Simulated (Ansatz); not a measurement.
A: AlAs (zinc blende), a = 5.675 Å, b = 5.675 Å, c = 5.675 Å, α = 90.00°, β = 90.00°, γ = 90.00°
B: CsSnI3 (cubic perovskite), a = 6.1304 Å, b = 6.1304 Å, c = 6.1304 Å, α = 90.00°, β = 90.00°, γ = 90.00°
C: MgO (rock salt), a = b = c = 4.214 Å, α = β = γ = 90.00°

Scan: energy over volume and axial ratio (atoms clamped). One method and one kind of scan serve all of them; meshes and ranges differ. All were relaxed with their symmetry unable to fall. Spin-orbit coupling is left out. This is a high-temperature form of CsSnI3.

**Question.** Order them by shear modulus C′ = (C11 − C12)/2 (fitted) (lowest first) at the level PBEsol (plane waves to 420 eV, PAW, scalar-relativistic; Ansatz, a first-principles code).

**Answer.** B (20 GPa), A (27 GPa), C (102 GPa)

(Under strain, the slope of the energy per volume gives the stress and its curvature an elastic modulus.)
